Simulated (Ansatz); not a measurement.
Relaxation of a generated cell, TiSi2 built in the AFLOW prototype A2B_mP12_14_2e_e (C43, as in ZrO2); 12 atoms in the cell, which starts as P2₁/c (No. 14), mP12; a = 5.5261 Å, b = 5.5916 Å, c = 5.7050 Å, α = γ = 90.00°, β = 99.23°. All values below come from r2SCAN (plane waves to 500 eV, PAW, scalar-relativistic; Ansatz, a quantum-chemistry and plane-wave program). Γ-centred k-mesh 4×4×4 on the run's cell (coarser than for final values), Fermi–Dirac smearing 0.05 eV. This is the first round of the run. 

The optimiser's lines from the output (shortened; P is positive under compression):

```
relax step   1: F+E_penalty+E_count = -15117.15769304 eV  Δ(F+E_penalty+E_count) = +0.000e0 eV  max|allowed force component| = 3.247e0 eV/Å  Δτ_max = 0.0000 Å  P = +41.526 GPa  Ω = 174.000 Å³  (9 SCF iters, dr2 threshold 1.00e-7 eV, accepted)
relax step   2: F+E_penalty+E_count = -15122.23724178 eV  Δ(F+E_penalty+E_count) = -5.080e0 eV  max|allowed force component| = 1.603e0 eV/Å  Δτ_max = 0.0675 Å  P = +19.404 GPa  Ω = 195.133 Å³  (8 SCF iters, dr2 threshold 1.20e-6 eV, accepted)
relax step   3: F+E_penalty+E_count = -15125.27722547 eV  Δ(F+E_penalty+E_count) = -3.040e0 eV  max|allowed force component| = 1.356e0 eV/Å  Δτ_max = 0.1194 Å  P = +5.606 GPa  Ω = 211.802 Å³  (8 SCF iters, dr2 threshold 1.20e-6 eV, accepted)
relax step   4: F+E_penalty+E_count = -15127.68678567 eV  Δ(F+E_penalty+E_count) = -2.410e0 eV  max|allowed force component| = 1.287e0 eV/Å  Δτ_max = 0.1953 Å  P = -2.175 GPa  Ω = 218.288 Å³  (8 SCF iters, dr2 threshold 1.20e-6 eV, accepted)
relax step   5: F+E_penalty+E_count = -15129.11907953 eV  Δ(F+E_penalty+E_count) = -1.432e0 eV  max|allowed force component| = 3.859e-1 eV/Å  Δτ_max = 0.1684 Å  P = -2.658 GPa  Ω = 215.221 Å³  (7 SCF iters, dr2 threshold 1.20e-6 eV, accepted)
relax step   6: F+E_penalty+E_count = -15129.79662861 eV  Δ(F+E_penalty+E_count) = -6.775e-1 eV  max|allowed force component| = 4.170e-1 eV/Å  Δτ_max = 0.0210 Å  P = -2.202 GPa  Ω = 211.234 Å³  (7 SCF iters, dr2 threshold 1.20e-6 eV, accepted)
relax step   7: F+E_penalty+E_count = -15130.28748901 eV  Δ(F+E_penalty+E_count) = -4.909e-1 eV  max|allowed force component| = 3.264e-1 eV/Å  Δτ_max = 0.0390 Å  P = -0.990 GPa  Ω = 205.731 Å³  (7 SCF iters, dr2 threshold 1.20e-6 eV, accepted)
relax step   8: F+E_penalty+E_count = -15130.57004624 eV  Δ(F+E_penalty+E_count) = -2.826e-1 eV  max|allowed force component| = 1.479e-1 eV/Å  Δτ_max = 0.1530 Å  P = +0.849 GPa  Ω = 197.498 Å³  (7 SCF iters, dr2 threshold 1.20e-6 eV, accepted)
relax step   9: F+E_penalty+E_count = -15130.83817373 eV  Δ(F+E_penalty+E_count) = -2.681e-1 eV  max|allowed force component| = 4.632e-1 eV/Å  Δτ_max = 0.1951 Å  P = -0.361 GPa  Ω = 194.284 Å³  (8 SCF iters, dr2 threshold 1.20e-6 eV, accepted)
relax step  10: F+E_penalty+E_count = -15131.30890833 eV  Δ(F+E_penalty+E_count) = -4.707e-1 eV  max|allowed force component| = 5.743e-1 eV/Å  Δτ_max = 0.1902 Å  P = -0.489 GPa  Ω = 189.928 Å³  (7 SCF iters, dr2 threshold 1.20e-6 eV, accepted)
relax step  11: F+E_penalty+E_count = -15131.73002605 eV  Δ(F+E_penalty+E_count) = -4.211e-1 eV  max|allowed force component| = 3.705e-1 eV/Å  Δτ_max = 0.1915 Å  P = +0.369 GPa  Ω = 186.444 Å³  (7 SCF iters, dr2 threshold 1.20e-6 eV, accepted)
relax step  12: F+E_penalty+E_count = -15132.13233459 eV  Δ(F+E_penalty+E_count) = -4.023e-1 eV  max|allowed force component| = 5.562e-1 eV/Å  Δτ_max = 0.1953 Å  P = +0.684 GPa  Ω = 185.640 Å³  (7 SCF iters, dr2 threshold 1.20e-6 eV, accepted)
relax step  13: F+E_penalty+E_count = -15132.68659852 eV  Δ(F+E_penalty+E_count) = -5.543e-1 eV  max|allowed force component| = 2.845e-1 eV/Å  Δτ_max = 0.1325 Å  P = +0.059 GPa  Ω = 182.942 Å³  (7 SCF iters, dr2 threshold 1.20e-6 eV, accepted)
relax step  14: F+E_penalty+E_count = -15132.91827807 eV  Δ(F+E_penalty+E_count) = -2.317e-1 eV  max|allowed force component| = 4.789e-1 eV/Å  Δτ_max = 0.1953 Å  P = +0.977 GPa  Ω = 177.644 Å³  (7 SCF iters, dr2 threshold 1.20e-6 eV, accepted)
relax step  15: F+E_penalty+E_count = -15133.16732246 eV  Δ(F+E_penalty+E_count) = -2.490e-1 eV  max|allowed force component| = 3.891e-1 eV/Å  Δτ_max = 0.1698 Å  P = +1.971 GPa  Ω = 170.859 Å³  (7 SCF iters, dr2 threshold 1.20e-6 eV, accepted)
relax step  16: F+E_penalty+E_count = -15133.01901770 eV  Δ(F+E_penalty+E_count) = +1.483e-1 eV  max|allowed force component| = 4.756e-1 eV/Å  Δτ_max = 0.1723 Å  P = +2.699 GPa  Ω = 168.034 Å³  (7 SCF iters, dr2 threshold 1.20e-6 eV, rejected (line search))
relax step  17: F+E_penalty+E_count = -15133.25721911 eV  Δ(F+E_penalty+E_count) = -8.990e-2 eV  max|allowed force component| = 1.079e-1 eV/Å  Δτ_max = 0.0684 Å  P = -0.886 GPa  Ω = 173.039 Å³  (11 SCF iters, accepted)
relax step  18: F+E_penalty+E_count = -15133.25108596 eV  Δ(F+E_penalty+E_count) = +6.133e-3 eV  max|allowed force component| = 2.192e-1 eV/Å  Δτ_max = 0.0432 Å  P = +0.952 GPa  Ω = 171.233 Å³  (6 SCF iters, dr2 threshold 1.20e-6 eV, rejected (line search))
relax step  19: F+E_penalty+E_count = -15133.26950074 eV  Δ(F+E_penalty+E_count) = -1.228e-2 eV  max|allowed force component| = 2.589e-2 eV/Å  Δτ_max = 0.0213 Å  P = +0.055 GPa  Ω = 172.121 Å³  (10 SCF iters, accepted)
relax step  20: F+E_penalty+E_count = -15133.26965248 eV  Δ(F+E_penalty+E_count) = -1.517e-4 eV  max|allowed force component| = 1.648e-2 eV/Å  Δτ_max = 0.0077 Å  P = -0.036 GPa  Ω = 172.223 Å³  (6 SCF iters, dr2 threshold 4.90e-8 eV, accepted)
relax step  21: F+E_penalty+E_count = -15133.26978828 eV  Δ(F+E_penalty+E_count) = -1.358e-4 eV  max|allowed force component| = 6.751e-3 eV/Å  Δτ_max = 0.0030 Å  P = -0.011 GPa  Ω = 172.202 Å³  (6 SCF iters, dr2 threshold 4.56e-8 eV, accepted)
relax step  22: F+E_penalty+E_count = -15133.26982451 eV  Δ(F+E_penalty+E_count) = -3.623e-5 eV  max|allowed force component| = 1.144e-3 eV/Å  Δτ_max = 0.0012 Å  P = +0.015 GPa  Ω = 172.167 Å³  (6 SCF iters, dr2 threshold 3.21e-9 eV, accepted)
relax step  23: F+E_penalty+E_count = -15133.26981698 eV  Δ(F+E_penalty+E_count) = +7.532e-6 eV  max|allowed force component| = 4.975e-4 eV/Å  Δτ_max = 0.0006 Å  P = -0.003 GPa  Ω = 172.197 Å³  (6 SCF iters, dr2 threshold 1.26e-9 eV, accepted)
relax step  24: F+E_penalty+E_count = -15133.27792600 eV  Δ(F+E_penalty+E_count) = -8.109e-3 eV  max|allowed force component| = 9.299e-4 eV/Å  Δτ_max = 0.0000 Å  P = +0.040 GPa  Ω = 172.197 Å³  stress off target by 1.54e-1 GPa  SCF on the basis re-selected at this cell (its energy is not comparable with the rows above)  (8 SCF iters)
relax step  25: F+E_penalty+E_count = -15133.27798318 eV  Δ(F+E_penalty+E_count) = -5.718e-5 eV  max|allowed force component| = 1.657e-3 eV/Å  Δτ_max = 0.0007 Å  P = +0.002 GPa  Ω = 172.238 Å³  (5 SCF iters, dr2 threshold 5.91e-8 eV, accepted)
relax step  26: F+E_penalty+E_count = -15133.27798484 eV  Δ(F+E_penalty+E_count) = -1.662e-6 eV  max|allowed force component| = 6.879e-4 eV/Å  Δτ_max = 0.0003 Å  P = -0.002 GPa  Ω = 172.244 Å³  (6 SCF iters, dr2 threshold 1.40e-9 eV, accepted)
relax step  27: F+E_penalty+E_count = -15133.27800074 eV  Δ(F+E_penalty+E_count) = -1.589e-5 eV  max|allowed force component| = 6.876e-4 eV/Å  Δτ_max = 0.0000 Å  P = -0.002 GPa  Ω = 172.244 Å³  stress off target by 4.42e-3 GPa  SCF on the basis re-selected at this cell (its energy is not comparable with the rows above)  (4 SCF iters)
```

From the first to the last row the energy changes by -1.34 eV/atom and the volume by -1.0 %. The last row is marked as not comparable with the walk above it, whose basis was carried along; it does compare with step 1, since both stand on a basis selected at the nominal cutoff for their own cell.

Steps 16, 18 were rejected by the optimiser.

Later rounds, restarted from the end of this one on a renewed k-mesh, logged 6 more steps and released under 0.01 eV/atom more. The final structure after all rounds: P2₁/c (No. 14), mP12; a = 4.9613 Å, b = 7.0250 Å, c = 5.1081 Å, α = γ = 90.00°, β = 104.70°. Between re-selections the logged energies stand on a plane-wave basis carried along with the cell. No spin polarisation in the result.

The run could not lose the symmetry of its start: the end is stationary, and may be a saddle point rather than a minimum.

The relaxed structure here is a generated cell of TiSi2: the first start was made by placing the elements on the sites of a structure type, and the end was not matched to a known phase here, so it may be hypothetical. Known forms of TiSi2 include space group No. 63, 70.
